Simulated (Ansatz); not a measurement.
**Al (fcc, Cu type): energy against volume**

Al (fcc, Cu type), conventional cell a = b = c = 4.0406 Å, α = β = γ = 90.00°. The calculation uses the primitive cell of 1 atom, to which meshes and values per cell refer.

The volume is varied about the relaxed value V₀ at fixed cell shape. Symmetry pins the atoms to their sites.

All values below come from PBE (plane waves to 420 eV, PAW, scalar-relativistic; Ansatz, a first-principles code). k mesh 21×21×21 (Γ-centred), Fermi-Dirac smearing 0.05 eV. E stands for the smeared free energy. Compression counts positive. Al was relaxed with its symmetry unable to fall. The zero of ΔE is the relaxed starting cell.

| V/V₀ | ΔE (eV/atom) | P (GPa) |
|---|---|---|
| 0.900 | 0.049 | 10.4 |
| 0.925 | 0.027 | 7.3 |
| 0.950 | 0.011 | 4.5 |
| 0.975 | 0.003 | 2.2 |
| 1.000 | 0.000 | 0.1 |
| 1.025 | 0.002 | -1.8 |
| 1.050 | 0.009 | -3.4 |
| 1.075 | 0.019 | -4.7 |
| 1.100 | 0.033 | -5.9 |

Read from the data:

```
Quantity                                                  Result
-------------------------------------------------  -------------
Pressure at the smallest volume                         10.4 GPa
Energy cost of the largest compression               49 meV/atom
Energy cost of the largest expansion                 33 meV/atom
Bulk modulus B₀ (third-order Birch-Murnaghan fit)       77.7 GPa
Pressure derivative B₀′ (fit)                                4.4
Equilibrium volume of the fit                      16.51 Å³/atom
Pressure for 5 % compression (fit)                       4.5 GPa
```

(A scan under strain: stresses follow from slopes of the energy per volume, elastic moduli from its curvatures.)
